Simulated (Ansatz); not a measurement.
# Zn2InGe2 single point

Input file of Ansatz 0.2.0:

```yaml
crystal:
  lattice:
    - [6.696421, 0.0, 0.0]
    - [0.0, 6.696421, 0.0]
    - [0.0, 0.0, 3.842117]
  atoms:
    - { symbol: Zn, position: [0.17836, 0.67836, 0.5] }
    - { symbol: Zn, position: [0.32164, 0.17836, 0.5] }
    - { symbol: Zn, position: [0.82164, 0.32164, 0.5] }
    - { symbol: Zn, position: [0.67836, 0.82164, 0.5] }
    - { symbol: In, position: [0.0, 0.0, 0.0] }
    - { symbol: In, position: [0.5, 0.5, 0.0] }
    - { symbol: Ge, position: [0.37868, 0.87868, 0.0] }
    - { symbol: Ge, position: [0.12132, 0.37868, 0.0] }
    - { symbol: Ge, position: [0.62132, 0.12132, 0.0] }
    - { symbol: Ge, position: [0.87868, 0.62132, 0.0] }
  symmetry: { tolerance: 0.0003 }
kpoints:
  mp_grid: { grid: [5, 5, 9], shift: [0, 0, 0] }
  band_path:
    path:
      - [0.0, 0.0, 0.0]
      - [0.0, 0.5, 0.0]
      - [0.5, 0.5, 0.0]
      - [0.0, 0.0, 0.0]
      - [0.0, 0.0, 0.5]
      - [0.0, 0.5, 0.5]
      - [0.5, 0.5, 0.5]
      - [0.0, 0.0, 0.5]
      - [0.0, 0.5, 0.0]
      - [0.0, 0.5, 0.5]
      - [0.5, 0.5, 0.0]
    npoints: 6
magnetization:
  spin_polarized: false
scf:
  occupations: { method: fermi_dirac, width: 0.0154 }
  lower_state_search: "off"
  max_iter: 200
hamiltonian:
  pseudopotentials: { kind: paw }
  xc: r2scan
basis:
  ecutwfc: 500
  fft_grid_basis: typed
output:
  forces: true
  stress: true
  eigenvalues: true
  bader: true
  populations: true
  elf: true
  write_potential: true
  volumetric_format: npy
  dos:
    e_range: [-12, 8]
    de: 0.05
    projected: { site_lists: { Ge: [Ge], In: [In], Zn: [Zn] } }
checkpoint:
  read: saved_state
```

The saved state is an earlier solution for the same cell, perhaps on another mesh. 

Parts of the output:

```
Free energy (F): -41733.4811 eV
Harris-Foulkes:  -41733.4811 eV  (|F-HF|=6.76e-8)
Internal energy: -41733.4802 eV  (E = F + TS)
E sigma→0 (E₀):  -41733.4807 eV
Entropy (-TS):   -0.0009 eV (-0.093 meV/atom)
Fermi energy:    12.2932 eV
--- Per-component energies (eV) ---
  E_band       = -219.6136
  E_kinetic    = 1465.5318
  E_local      = -16883.9429  (includes V_loc(G=0)·N_el)
  E_nonlocal   = 4873.7757
  E_hartree    = 7266.6439
  E_xc         = -1182.6477
  E_vxc        = -712.6483  (∫ρ·V_xc dr)
  E_paw        = -23887.9591  (= ΣΔE_a)
  E_vpaw       = -3538.9643  (= ΣTr[D̂ρ^β])
  E_aug_tail   = -0.0001  (compensation charges beyond the density's cutoff)
  E_vtau       = 43.3504  (kinetic-family band-sum trace: ∫τ·v_τ [+ j·A + Jᵃ·Aᵃ] dr)
  E_ewald      = -13381.7394
  E_core_change = -3.1424  (= ΣΔE_core)
  E_smearing   = -0.0009  (= −TS)
--- Stress (GPa, compression-positive) ---
       16.0821       0.0000       0.0000
        0.0000      16.0821       0.0000
        0.0000       0.0000       4.9628
  P = ⅓ Tr σ = 12.3757 GPa (123.757 kbar)
--- Löwdin populations: 10 sites ---
  site symbol       q [e]
     0     Zn     10.8847
     1     Zn     10.8847
     2     Zn     10.8847
     3     Zn     10.8847
     4     In     13.4216
     5     In     13.4216
     6     Ge     14.7149
     7     Ge     14.7149
     8     Ge     14.7149
     9     Ge     14.7149
  spilling = 0.0058 (of n_electrons = 130.0000)
--- Bader charges: 10 sites ---
  site symbol  charge [e]  shift [e]
     0     Zn      0.2243     0.0013
     1     Zn      0.2244     0.0013
     2     Zn      0.2244     0.0013
     3     Zn      0.2244     0.0013
     4     In      0.3747     0.0004
     5     In      0.3747     0.0004
     6     Ge     -0.4117     0.0015
     7     Ge     -0.4117     0.0015
     8     Ge     -0.4117     0.0015
     9     Ge     -0.4117     0.0015
```

Origin: a known structure type with other elements, at an estimated volume, so it need not be a known compound.
